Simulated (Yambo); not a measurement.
G0W0@PBEsol for CsH (rock salt, space group Fm-3m, No. 225) in Yambo. Reference settings: 4×4×4 Γ-centred k mesh, 226 bands and a 8 Ry block in the screening, 226 bands in G with the Bruneval-Gonze terminator, plasmon pole fitted at 27.2 eV. The PBEsol gap L → L on this mesh is 2.15 eV; G0W0 gaps are taken between the same points.

The settings were changed. The gap went from 4.26 eV to 3.85 eV, and the shift of the valence edge from -1.59 eV to -1.16 eV.

Q: Name the change that produced these shifts.
(A) 138 bands in G
(B) 92 bands in W
(C) 138 bands in W, 138 bands in G
(D) 1 Ry block

A: D, 1 Ry block. The others gave (gap, valence shift): 92 bands in W: 4.18, -1.42 eV; 138 bands in G: 4.26, -1.58 eV; 138 bands in W, 138 bands in G: 4.23, -1.51 eV.

Geometry of the Materials Project entry, not relaxed at this level; primitive cell a = 4.5131 Å, b = 4.5131 Å, c = 4.5131 Å, α = 60.00°, β = 60.00°, γ = 60.00°.

A shift is the quasiparticle energy of the state minus its PBEsol energy.
